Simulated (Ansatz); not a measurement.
Starting cell, Ni (fcc, Cu type):

```xyz
4
Lattice="3.4782 0.0000 0.0000 0.0000 3.4782 0.0000 0.0000 0.0000 3.4782" Properties=species:S:1:pos:R:3 pbc="T T T"
Ni     0.0000     0.0000     0.0000
Ni     1.7391     1.7391     0.0000
Ni     1.7391     0.0000     1.7391
Ni     0.0000     1.7391     1.7391
```

Scan: atom 3 (Ni, nearest neighbour Ni at 2.459 Å; its periodic images, 3.5 Å or more away, move with it) is displaced along Cartesian z, direction (0.000, 0.000, 1.000) in Cartesian axes, by s. The other atoms stay.

Method: r2SCAN (plane waves to 500 eV, PAW, scalar-relativistic; Ansatz, a quantum-chemistry and plane-wave program). k mesh 11×11×11 (Γ-centred), Fermi-Dirac smearing 0.05 eV. With partly filled bands, energies and forces of such displacements shift with the k mesh and the smearing. F∥ is the force on the atom along that direction. On this mesh the relaxed cell isn't quite at rest: it carries a pressure of 0.1 GPa (compression positive) at the zero of the scan. Ni was relaxed with its symmetry unable to fall. Relaxed Ni ends ferromagnetic. Other magnetic orders were not checked, so this need not be the ground state. 

```csv
s (Å),F∥ (eV/Å)
-0.490,5.714
-0.392,4.419
-0.294,3.183
-0.196,2.062
-0.098,1.013
0.000,0.000
0.098,-1.013
0.196,-2.062
0.294,-3.183
0.392,-4.419
0.490,-5.714
```

Problem. What is the force constant k = d²E/ds² of this move at s = 0?

Solution. 10.3 eV/Å². The forces along the line at the two nearest points give (1.013 − (-1.013)) / (2·0.098) = 10.34 eV/Å²; the next pair corrects for the finite step.

(A displaced cell: forces are minus the slopes of the energy, force constants its curvatures, and phonons follow from these.)
